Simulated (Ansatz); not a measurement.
**Data sheet: BAs (DFT)**

BAs:
```yaml
crystal:
  lattice:
    - [5.92213, 0.00000, 0.00000]
    - [0.00000, 5.92213, 0.00000]
    - [0.00000, 0.00000, 5.92213]
  atoms:
    - { symbol: B, position: [0.25000, 0.00000, 0.50000] }
    - { symbol: B, position: [0.50000, 0.25000, 0.00000] }
    - { symbol: B, position: [0.50000, 0.75000, 0.00000] }
    - { symbol: B, position: [0.75000, 0.00000, 0.50000] }
    - { symbol: B, position: [0.00000, 0.50000, 0.75000] }
    - { symbol: B, position: [0.00000, 0.50000, 0.25000] }
    - { symbol: As, position: [0.25000, 0.50000, 0.00000] }
    - { symbol: As, position: [0.00000, 0.25000, 0.50000] }
    - { symbol: As, position: [0.00000, 0.75000, 0.50000] }
    - { symbol: As, position: [0.75000, 0.50000, 0.00000] }
    - { symbol: As, position: [0.50000, 0.00000, 0.75000] }
    - { symbol: As, position: [0.50000, 0.00000, 0.25000] }
```

Space group Pm-3n (No. 223); conventional cell a = b = c = 5.922 Å, α = β = γ = 90.00°.

Method: DFT-PBE in the program Ansatz with PAW potentials. Geometry: relaxed at this level of theory. Other levels are named where they apply.

Cell and energy:

```
Item                                                          Value
-----------------------------------------------------  ------------
Volume per atom                                            17.31 Å³
Density                                                  4.11 g/cm³
Formation energy from the elements (no fitted shifts)  0.23 eV/atom
```

Electronic structure:

```
Property                                                                                                                        Value
---------------------------------------------------------------------  --------------------------------------------------------------
Band gap                                                                                                           0.57 eV (indirect)
Valence-band maximum                                                                                                             at Γ
Conduction-band minimum                                                on the Γ–X line, 83 % of the way from Γ (6 equivalent valleys)
Smallest direct gap on the standard path                                                                                      0.94 eV
Electron effective mass                                                                        0.34, 0.34, 0.67 mₑ (principal values)
Electron effective mass with spin–orbit coupling                                               0.34, 0.34, 0.67 mₑ (principal values)
Hole effective mass, band 1 of 3 at the edge                                  1.2 along [100], 1.2 along [110], 0.52 along [111] (mₑ)
Hole effective mass, band 2 of 3 at the edge                                 1.2 along [100], 0.40 along [110], 0.52 along [111] (mₑ)
Hole effective mass, band 3 of 3 at the edge                                0.14 along [100], 0.18 along [110], 0.20 along [111] (mₑ)
Hole effective mass with spin–orbit coupling, band 1 of 2 at the edge        1.2 along [100], 0.64 along [110], 0.52 along [111] (mₑ)
Hole effective mass with spin–orbit coupling, band 2 of 2 at the edge       0.20 along [100], 0.23 along [110], 0.25 along [111] (mₑ)
Gap with spin–orbit coupling                                                                                                  0.52 eV
```

Mechanics:

```
Property                               Value
----------------------------------  --------
Bulk modulus (Birch–Murnaghan fit)  99.0 GPa
Pressure derivative B′                   4.1
```

The start of the workflow was typed in or built on a structure type; neither database checked (COD, Materials Project) lists it. It is not the phase usual at ambient conditions (space group No. 216). Symmetry was held in the PBE relaxation; whether a distortion lowers the energy is not shown. Its formation energy is positive at this level, so the cell may be metastable or incomplete. The references are the lowest solids computed at this level, not always the standard phases. Spin–orbit coupling is left out wherever it is not named.

Potentials: the earlier of the program's two PAW sets.
